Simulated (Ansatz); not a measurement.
CdF2:
```cif
data_CdF2
_chemical_formula_sum 'Cd1 F2'
_space_group_name_H-M_alt 'P 1'
_space_group_IT_number 1
_cell_length_a 3.80701
_cell_length_b 3.80701
_cell_length_c 3.80701
_cell_angle_alpha 60.000
_cell_angle_beta 60.000
_cell_angle_gamma 60.000
loop_
_space_group_symop_operation_xyz
  'x, y, z'
loop_
_atom_site_label
_atom_site_type_symbol
_atom_site_fract_x
_atom_site_fract_y
_atom_site_fract_z
_atom_site_occupancy
Cd1 Cd 0.00000 0.00000 0.00000 1
F1 F 0.25000 0.25000 0.25000 1
F2 F 0.75000 0.75000 0.75000 1
```

Relaxed with PBEsol.

Give the optical modes at the zone centre with their infrared activity from DFPT, PBEsol (plane waves, PAW; program Ansatz).

Transverse frequencies, without the LO–TO term; a row sums one degenerate level.

| ω (cm⁻¹) | degeneracy | IR ((D/Å)²/amu) | activity | symmetry |
|---|---|---|---|---|
| 215 | 3 | 14.87 | IR | T1u |
| 301 | 3 | 0.00 | IR-inactive | T2g |

How high does the top mode go among those that the LO–TO term moves?

373 cm⁻¹ for q along x.

Space group Fm-3m (fluorite). The PBEsol relaxation kept the symmetry of its start; of distortions, only those at the zone centre were tested.

Potentials: the later of the program's two PAW sets.
